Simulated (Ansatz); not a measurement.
Mg₂P₂O₇:
Space group C2/m (No. 12); a = 6.4623 Å, b = 8.2882 Å, c = 4.5069 Å, α = γ = 90.00°, β = 103.66°

```tsv
atom	site	symmetry	x	y	z
Mg	4h	2	0.5000	0.1879	0.5000
P	4i	m	0.2802	0.5000	0.0935
O	8j	1	0.2736	0.3476	0.2797
O	2a	2/m	0.0000	0.0000	0.0000
O	4i	m	0.3811	0.0000	0.2131
```
(The calculation used a cell of 11 atoms; values per cell refer to that cell.)

Relaxed with r²SCAN. The program Ansatz at the r²SCAN level (PAW) gives a gap of 6.33 eV.

Question: What gap does HSE06 give on the same cell (Ansatz, PAW)?

Answer: 7.49 eV, 1.16 eV more. The hybrid was solved on a coarser mesh and at special points; the gap given is the minimum over both.

Cost on shared cores: the r²SCAN run (SCF on a 6×6×6 mesh, then bands and DOS) around 5 core-minutes (rough), the HSE06 run (SCF on 3×3×4, then a few points) around 2.6 core-minutes (rough); the tasks are unlike.

The first step of the workflow began from a Materials Project structure, measured or hypothetical; the Crystallography Open Database files this formula in space group No. 12, but the cells were not matched. Whether it is the stable phase at ambient conditions was not checked. The r²SCAN relaxation kept the symmetry of its start; its stability against distortions is not shown here.

Potentials: the later of the program's two PAW sets.
